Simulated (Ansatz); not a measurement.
AlInSb₂:
```xyz
4
Lattice="2.2399 1.2932 7.3128 -2.2399 1.2932 7.3128 0.0000 -2.5865 7.3128" Properties=species:S:1:pos:R:3 pbc="T T T"
Al     0.0000     0.0000    21.9275
In     0.0000     0.0000    10.9834
Sb     0.0000     0.0000     2.6481
Sb     0.0000     0.0000    13.8023
```

x, y and z are the axes in which the lattice vectors are written.

Problem. Give the high-frequency dielectric tensor and the Born effective charge tensors of the independent atoms from DFPT, the program Ansatz at the PBEsol level (PAW).

Solution. 
ε∞:
```
14.9  0.00  0.00
0.00  14.9  0.00
0.00  0.00  14.7
```
Z* of atom 1 (Al), rows: field, columns: displacement, in e:
```
1.87  0.00  0.00
0.00  1.87  0.00
0.00  0.00  1.88
```
Z* of atom 2 (In), rows: field, columns: displacement, in e:
```
2.17  0.00  0.00
0.00  2.17  0.00
0.00  0.00  2.15
```
Z* of atom 3 (Sb), rows: field, columns: displacement, in e:
```
-1.98   0.00   0.00
 0.00  -1.98   0.00
 0.00   0.00  -2.34
```
Z* of atom 4 (Sb), rows: field, columns: displacement, in e:
```
-2.05   0.00   0.00
 0.00  -2.05   0.00
 0.00   0.00  -1.69
```

Space group R3m. The workflow started from a Materials Project entry (that database holds measured and hypothetical structures alike); the Crystallography Open Database copy checked does not list it. With Al and In taken as one species the cell has the higher symmetry F-43m, so it may be an ordered model of a mixed-site phase. Its standing as an ambient phase is unchecked. The PBEsol relaxation kept the symmetry of its start; of distortions, only those at the zone centre were tested. Spin–orbit coupling is left out wherever it is not named.

Potentials: the later of the program's two PAW sets.
